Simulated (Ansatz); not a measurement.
Method: DFT PBE, scalar-relativistic, plane waves, PAW (Ansatz). Cutoff 420 eV, Γ-centred 18×18×18 mesh (4-atom cell), Gaussian smearing of 0.10 eV, no spin polarisation.

Formation energies are uncorrected and count from the elements' standard states at the same level.

Question: Propose a candidate for a trigonal metal that holds O and 2 more elements, with a formation energy near −1.86 eV/atom and a density near 13.44 g/cm³, in a cell of 4 atoms.

Answer: Hf2NO, space group R-3m (No. 166). Hf is surrounded by 3 N at 2.22 Å, 3 O at 2.35 Å and 3 Hf at 3.03 Å; N has 6 Hf at 2.22 Å; O has 6 Hf at 2.35 Å.

```cif
data_structure
_symmetry_space_group_name_H-M 'P 1'
_symmetry_Int_Tables_number 1
_cell_length_a 5.5460
_cell_length_b 5.5460
_cell_length_c 5.5460
_cell_angle_alpha 34.111
_cell_angle_beta 34.111
_cell_angle_gamma 34.111
_cell_volume 47.83
loop_
_atom_site_label
_atom_site_type_symbol
_atom_site_fract_x
_atom_site_fract_y
_atom_site_fract_z
_atom_site_occupancy
Hf1 Hf 0.25728 0.25728 0.25728 1
Hf2 Hf 0.74272 0.74272 0.74272 1
N1 N 0.00000 0.00000 0.00000 1
O1 O 0.50000 0.50000 0.50000 1
```

| Item | Value |
| --- | --- |
| Volume per atom | 11.96 Å³ |
| Density | 13.44 g/cm³ |
| Formation energy | −1.86 eV/atom |
| Gap on the 18×18×18 mesh of the 4-atom cell | 0 eV (a metal) |

The structure comes from a generated guess, relaxed at this level; another structure or a mixture of phases may lie lower. Other answers may fit too; this one was computed.

These runs have no spin–orbit coupling, which can matter for Hf. An odd number of electrons in the primitive cell allows no gap without spin; a larger cell or a magnetic state could open one. A structure relaxed within its symmetry needn't be a true minimum.
